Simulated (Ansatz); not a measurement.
## Relaxing a structure of AlNi

The start is a generated cell, AlNi built in the CuAu structure type. A full variable-cell relaxation at zero pressure is run with PBEsol (plane waves to 420 eV, PAW, scalar-relativistic; Ansatz, a quantum-chemistry and plane-wave program). The first steps use a coarse 12×12×9 k-mesh.

Initial structure:
```
CELL_PARAMETERS angstrom
      2.63853     0.00000     0.00000
      0.00000     2.63853     0.00000
      0.00000     0.00000     3.45836
ATOMIC_POSITIONS crystal
  Al 0.50000 0.50000 0.50000
  Ni 0.00000 0.00000 0.00000
```
Spin-polarised start, with parallel moments on Ni.

### Question
How large is the pressure on the unrelaxed cell, and of which sign?

### Answer
-2.5 GPa (negative: the cell is under tension).

### Question
Does the structure survive the relaxation? Give the final space group.

### Answer
The space group goes from P4/mmm (No. 123) to Pm-3m (No. 221); the end is CsCl type, with 2 atoms in the primitive cell.

### Question
How much energy is released per atom?

### Answer
0.09 eV/atom.

### Question
How does the volume per atom move from start to end?

### Answer
-2.6 %, from 12.04 to 11.72 Å³/atom.

### Question
How do the shortest distances between atoms change?

### Answer
The closest pairs of elements (up to four, under 3.6 Å), start → end: Al–Ni 2.54 → 2.48 Å; Al–Al 2.64 → 2.86 Å; Ni–Ni 2.64 → 2.86 Å.

### Question
What magnetic moments remain?

### Answer
Zero (the starting moments vanished).

### Question
What does it relax into? Give the structure.

### Answer

```cif
data_AlNi
_chemical_formula_sum 'Al1 Ni1'
_space_group_name_H-M_alt 'Pm-3m'
_space_group_IT_number 221
_space_group_name_Hall '-P 4 2 3'
_cell_length_a 2.86215
_cell_length_b 2.86215
_cell_length_c 2.86215
_cell_angle_alpha 90.000
_cell_angle_beta 90.000
_cell_angle_gamma 90.000
loop_
_atom_site_label
_atom_site_type_symbol
_atom_site_symmetry_multiplicity
_atom_site_Wyckoff_symbol
_atom_site_fract_x
_atom_site_fract_y
_atom_site_fract_z
_atom_site_occupancy
Al1 Al 1 b 0.50000 0.50000 0.50000 1
Ni1 Ni 1 a 0.00000 0.00000 0.00000 1
```

Final values are on a 16×16×16 k-mesh of the relaxed cell. No spin polarisation in the result: the starting moments vanished. A magnetic state may lie lower.

The run could not lose the symmetry of its start.

All atoms sit on sites fixed by symmetry, so only the cell could relax.
